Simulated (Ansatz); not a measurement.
NiBi3:
```cif
data_Bi3Ni
_chemical_formula_sum 'Bi3 Ni1'
_space_group_name_H-M_alt 'P 1'
_space_group_IT_number 1
_cell_length_a 4.64923
_cell_length_b 4.64923
_cell_length_c 4.64923
_cell_angle_alpha 90.000
_cell_angle_beta 90.000
_cell_angle_gamma 90.000
loop_
_space_group_symop_operation_xyz
  'x, y, z'
loop_
_atom_site_label
_atom_site_type_symbol
_atom_site_fract_x
_atom_site_fract_y
_atom_site_fract_z
_atom_site_occupancy
Bi1 Bi 0.00000 0.50000 0.50000 1
Bi2 Bi 0.50000 0.50000 0.00000 1
Bi3 Bi 0.50000 0.00000 0.50000 1
Ni1 Ni 0.00000 0.00000 0.00000 1
```

Relaxed with PBEsol.

Problem. Decompose the optical modes at the zone centre into irreducible representations, and say which are infrared and Raman allowed.

Solution. Point group m-3m: Γ_opt = 2T1u + T2u. Infrared: T1u. Raman: none.

Problem. Assign frequencies (DFPT, the program Ansatz at the PBEsol level (PAW)).

Solution. T1u 92i, T2u 24i, T1u 105 cm⁻¹.

Space group Pm-3m (Cu3Au type). A made-up cell: these elements were put on the sites of a structure type; neither database checked (COD, Materials Project) lists it. Whether it is the stable phase at ambient conditions was not checked. Symmetry was held in the PBEsol relaxation. At this level the phase is dynamically unstable (imaginary phonons). The workflow began spin-polarised and lost its moments. As this level gives no gap, phonon frequencies hold no LO–TO term and depend on the k-mesh and smearing (Fermi–Dirac, 0.1 eV here). Spin–orbit coupling is left out wherever it is not named.

Potentials: the earlier of the program's two PAW sets. The files were generated under PBE; for other functionals the program regenerates the frozen cores, and for LDA and PBEsol the local potential too.
